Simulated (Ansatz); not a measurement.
Relaxed HgTe (zinc blende):

```
CELL_PARAMETERS angstrom
      0.00000     3.25489     3.25489
      3.25489     0.00000     3.25489
      3.25489     3.25489     0.00000
ATOMIC_POSITIONS crystal
  Te 0.75000 0.75000 0.75000
  Hg 0.00000 0.00000 0.00000
```

Scan: atom 1 (Te, nearest neighbour Hg at 2.819 Å; its periodic images, 4.6 Å or more away, move with it) is displaced along Cartesian [110], direction (0.707, 0.707, 0.000) in Cartesian axes, by s. The other atoms stay.

These are PBEsol (plane waves to 420 eV, PAW, scalar-relativistic; Ansatz, a first-principles code) values and carry that method's errors. k mesh 7×7×7 (Γ-centred), Fermi-Dirac smearing 0.05 eV. E stands for the smeared free energy. Compression counts positive. With partly filled bands, energies and forces of such displacements shift with the k mesh and the smearing. F∥ is the force on the atom along that direction. F⊥ is the part of the force across the line. At this level the bands of HgTe touch or barely overlap. HgTe was relaxed with its symmetry unable to fall. Spin-orbit coupling is left out, though Hg and Te are heavy. The zero of ΔE is the undisplaced structure.

```json
[
 {"s (Å)": "-0.850", "ΔE (meV/cell)": "2191", "F∥ (eV/Å)": "7.194", "|F⊥| (eV/Å)": "7.755", "P (GPa)": "15.3"},
 {"s (Å)": "-0.680", "ΔE (meV/cell)": "1196", "F∥ (eV/Å)": "4.628", "|F⊥| (eV/Å)": "4.282", "P (GPa)": "9.0"},
 {"s (Å)": "-0.510", "ΔE (meV/cell)": "577", "F∥ (eV/Å)": "2.758", "|F⊥| (eV/Å)": "2.121", "P (GPa)": "4.7"},
 {"s (Å)": "-0.340", "ΔE (meV/cell)": "225", "F∥ (eV/Å)": "1.478", "|F⊥| (eV/Å)": "0.853", "P (GPa)": "2.0"},
 {"s (Å)": "-0.170", "ΔE (meV/cell)": "51", "F∥ (eV/Å)": "0.621", "|F⊥| (eV/Å)": "0.200", "P (GPa)": "0.5"},
 {"s (Å)": "0.000", "ΔE (meV/cell)": "0", "F∥ (eV/Å)": "0.000", "|F⊥| (eV/Å)": "0.000", "P (GPa)": "0.0"},
 {"s (Å)": "0.170", "ΔE (meV/cell)": "51", "F∥ (eV/Å)": "-0.621", "|F⊥| (eV/Å)": "0.200", "P (GPa)": "0.5"},
 {"s (Å)": "0.340", "ΔE (meV/cell)": "225", "F∥ (eV/Å)": "-1.478", "|F⊥| (eV/Å)": "0.853", "P (GPa)": "2.0"},
 {"s (Å)": "0.510", "ΔE (meV/cell)": "577", "F∥ (eV/Å)": "-2.758", "|F⊥| (eV/Å)": "2.121", "P (GPa)": "4.7"},
 {"s (Å)": "0.680", "ΔE (meV/cell)": "1196", "F∥ (eV/Å)": "-4.628", "|F⊥| (eV/Å)": "4.282", "P (GPa)": "9.0"},
 {"s (Å)": "0.850", "ΔE (meV/cell)": "2191", "F∥ (eV/Å)": "-7.194", "|F⊥| (eV/Å)": "7.755", "P (GPa)": "15.3"}
]
```

What the scan shows:

```
Property                                                                                                                                                Value
--------------------------------------------------------  ---------------------------------------------------------------------------------------------------
Energy at s = 0.850 Å                                                                                                                           2191 meV/cell
Force along the line at s = -0.850 Å                                                                                                                7.19 eV/Å
Symmetry of the curve                                                                                                           even: the same for both signs
Shape of the curve                                                                             a single well with its minimum at or next to zero displacement
Force constant k = d²E/ds² at s = 0 (finite differences)                                                                                           3.42 eV/Å²
Harmonic estimate at the end of the scan                  ½ks² = 1236 meV/cell against the computed 2191 meV/cell, so the well is stiffer than harmonic there
```

(For displaced atoms, the force is minus the slope of the energy, and its curvature is a force constant, which sets phonon frequencies.)
